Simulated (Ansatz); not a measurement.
P, puckered layer, relaxed and computed with two functionals in Ansatz (plane waves, PAW).

```
functional  a (Å)  thickness (Å)  gap (eV)  IP (eV)
----------  -----  -------------  --------  -------
LDA         3.271           2.11      0.56     5.02
r²SCAN+D4       …              …         …        …
```

**Question.** What belongs in the gaps?

**Answer.** 
- r²SCAN+D4, a (Å): 3.285
- r²SCAN+D4, thickness (Å): 2.09
- r²SCAN+D4, gap (eV): 1.03
- r²SCAN+D4, IP (eV): 5.18

All cells were relaxed under the symmetry of their starts (and spin orders); stability against distortions was not tested throughout.

Potentials: the later of the program's two PAW sets.

Ansatz (a quantum-chemistry and plane-wave program) is a plane-wave DFT program.
